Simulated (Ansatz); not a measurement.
An Ansatz input:

```yaml
crystal:
  lattice:
    - [-4.2636751593, 4.2642906834, 1.7662421654]
    - [4.2642906834, -4.2636751593, 1.7662421654]
    - [2.3053600906, 2.3053600906, -1.7651148317]
  atoms:
    - { symbol: Yb, position: [4.1093e-06, 0.9999958907, 1.0] }
    - { symbol: Yb, position: [0.7499958907, 0.2500041093, 0.5] }
hamiltonian:
  xc: r2scan
  pseudopotentials:
    kind: paw
    azcp:
      Yb: "pseudopotentials/Yb.paw.azcp"
basis:
  ecutwfc: 500
  fft_grid_basis: typed
kpoints:
  mp_grid: { grid: [12, 12, 11], shift: [0, 0, 0] }
magnetization:
  spin_polarized: false
scf:
  occupations: { method: fermi_dirac, width: 0.1 }
  lower_state_search: "off"
output:
  stress: true
```

Terminal output

```
band count auto-derived: 30, from the close of a first SCF at 29 (N_el = 48.0; filled up to band 24; 29 by the electrons, moments and atoms)
Engine: ansatz 0.2.0, x86_64-unknown-linux-gnu
Pseudopotentials: kind: paw
Pseudopotential: Yb, paw, valence charge 24, recommended cutoff 500 eV (meta_gga) 
Functional definition: r2SCAN
  parameter k0 = 0.174
  parameter k1 = 0.065
  parameter a1 = 4.9479
  exchange = r2scan_x(k0 = k0, k1 = k1, a1 = a1)
  correlation = r2scan_c
Crystal: 2 atoms, lattice volume = 69.458 Å³
Basis set: ecut = 500 eV, 1765 PW (Γ), exchange–correlation on 192×192×120 points (64 copies of the dense FFT grid, shifted against one another)
Bands: 29, of which v1, the nominal top of the filled ones, is band 24 counted from 1 (23 counted from 0)
Symmetry: 4 space group operations
Space group: C2/c (ITA 15), of the structure as read, at distance tolerance 4.1e-5 Å
k-points: 433 of 1584
Non-local potential: Yb, projectors of the file, l = 0: 3, l = 1: 2, l = 2: 2, l = 3: 3
PAW form: soft (Blöchl's): semilocal exchange-correlation on the pseudo side does not see the compensation charge
PAW frozen core: Yb, regenerated for the run's functional (the file was generated under x = pbe(κ = 0.804, μ = 0.2195149727645171), c = pbe(β = 0.06672455060314922))
PAW one-centre angular grid: Yb, 2702 points (default); XC on 160 Gauss nodes
Initial density: superposition of atomic densities (neutral atoms: chi_scale 0, normalization atom), corrected by the library's trained network
Initial wavefunctions: pseudopotential atomic-orbital guess
Functional: x = r2scan, c = r2scan; τ floored in thin density (d = 2e-4 eV/Å³)
SCF iter   1: F=-27610.236646 eV  HF=-27611.782539 eV  |F-HF|=1.55e0  |Δ(HF+E_count)|=         —  Δρ=3.87e-2  dr2=8.82e-1  dr2_τ=2.75e-3  ethr=1.77e-3  ⟨swp⟩=5.3  Hψ=47800  notcnv=0
SCF iter   2: F=-27538.988371 eV  HF=-27614.477897 eV  |F-HF|=7.55e1  |Δ(HF+E_count)|=    2.70e0  Δρ=3.04e-1  dr2=5.14e1  dr2_τ=7.25e-2  ethr=1.77e-3  ⟨swp⟩=4.9  Hψ=35948  notcnv=0  defer=203  recentre
SCF iter   3: F=-27610.959012 eV  HF=-27611.729173 eV  |F-HF|=7.70e-1  |Δ(HF+E_count)|=    2.75e0  Δρ=2.75e-2  dr2=4.51e-1  dr2_τ=1.39e-3  ethr=1.77e-3  ⟨swp⟩=3.0  Hψ=30383  notcnv=0
SCF iter   4: F=-27611.684187 eV  HF=-27611.680585 eV  |F-HF|=3.60e-3  |Δ(HF+E_count)|=   4.86e-2  Δρ=3.39e-3  dr2=6.37e-3  dr2_τ=8.49e-4  ethr=9.39e-4  ⟨swp⟩=2.0  Hψ=25857  notcnv=0
SCF iter   5: F=-27611.593435 eV  HF=-27611.690767 eV  |F-HF|=9.73e-2  |Δ(HF+E_count)|=   1.02e-2  Δρ=9.35e-3  dr2=5.18e-2  dr2_τ=5.88e-4  ethr=1.33e-5  ⟨swp⟩=2.0  Hψ=24561  notcnv=0
SCF iter   6: F=-27611.616772 eV  HF=-27611.689587 eV  |F-HF|=7.28e-2  |Δ(HF+E_count)|=   1.18e-3  Δρ=1.02e-2  dr2=6.09e-2  dr2_τ=1.51e-5  ethr=1.33e-5  ⟨swp⟩=2.0  Hψ=26349  notcnv=0
SCF iter   7: F=-27611.605672 eV  HF=-27611.689878 eV  |F-HF|=8.42e-2  |Δ(HF+E_count)|=   2.91e-4  Δρ=1.07e-2  dr2=6.44e-2  dr2_τ=4.04e-5  ethr=1.33e-5  ⟨swp⟩=1.0  Hψ=17722  notcnv=0
SCF iter   8: F=-27611.650210 eV  HF=-27611.687241 eV  |F-HF|=3.70e-2  |Δ(HF+E_count)|=   2.64e-3  Δρ=7.22e-3  dr2=2.96e-2  dr2_τ=1.18e-5  ethr=1.33e-5  ⟨swp⟩=1.0  Hψ=14289  notcnv=0
Error: SIGTERM received: cancelled by the caller after 8 completed SCF iterations
```

The run was cut off at its time limit.
